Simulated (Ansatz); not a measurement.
K2LiRhF6:
```yaml
crystal:
  lattice:
    - [0.00000, 4.01223, 4.01223]
    - [4.01223, 0.00000, 4.01223]
    - [4.01223, 4.01223, 0.00000]
  atoms:
    - { symbol: K, position: [0.75000, 0.75000, 0.75000] }
    - { symbol: K, position: [0.25000, 0.25000, 0.25000] }
    - { symbol: Li, position: [0.50000, 0.50000, 0.50000] }
    - { symbol: Rh, position: [0.00000, 0.00000, 0.00000] }
    - { symbol: F, position: [0.75353, 0.24647, 0.24647] }
    - { symbol: F, position: [0.24647, 0.75353, 0.75353] }
    - { symbol: F, position: [0.24647, 0.75353, 0.24647] }
    - { symbol: F, position: [0.75353, 0.24647, 0.75353] }
    - { symbol: F, position: [0.24647, 0.24647, 0.75353] }
    - { symbol: F, position: [0.75353, 0.75353, 0.24647] }
```

Relaxed with PBEsol. Special points in fractions of this cell's reciprocal vectors: Γ (0.000, 0.000, 0.000); X (0.500, 0.000, 0.500); U (0.625, 0.250, 0.625); K (0.375, 0.375, 0.750); L (0.500, 0.500, 0.500); W (0.500, 0.250, 0.750).

Task: List the band energies nearest the valence-band maximum at these points for PBEsol (plane waves, PAW; program Ansatz).

Result: In eV from the valence-band maximum; about four levels below and three above (degenerate sets whole), none deeper than 8.9 eV; points with the same levels are listed once.

```json
[
 {"k": "Γ", "below": "-2.87 -2.87 -2.87 -0.29 -0.29 -0.29", "above": "2.44 2.44 4.78"},
 {"k": "X", "below": "-2.89 -0.32 0.00 0.00", "above": "1.91 2.45 7.28"},
 {"k": "U", "below": "-3.00 -0.24 -0.06 -0.03", "above": "2.01 2.32 7.62"},
 {"k": "L", "below": "-3.13 -0.21 -0.14 -0.14", "above": "2.18 2.18 6.70"},
 {"k": "W", "below": "-3.13 -3.13 -0.16 -0.16 0.00", "above": "2.05 2.27 7.81"}
]
```

Space group Fm-3m. The first step of the workflow began from a Materials Project structure, measured or hypothetical; the Crystallography Open Database copy checked does not list it. Its standing as an ambient phase is unchecked. The cell was relaxed with PBEsol under the symmetry of its start; of distortions, only those at the zone centre were tested. The run is not spin-polarised. Scalar-relativistic: spin–orbit coupling is off unless named, which matters more the heavier the elements.

Potentials: the later of the program's two PAW sets.
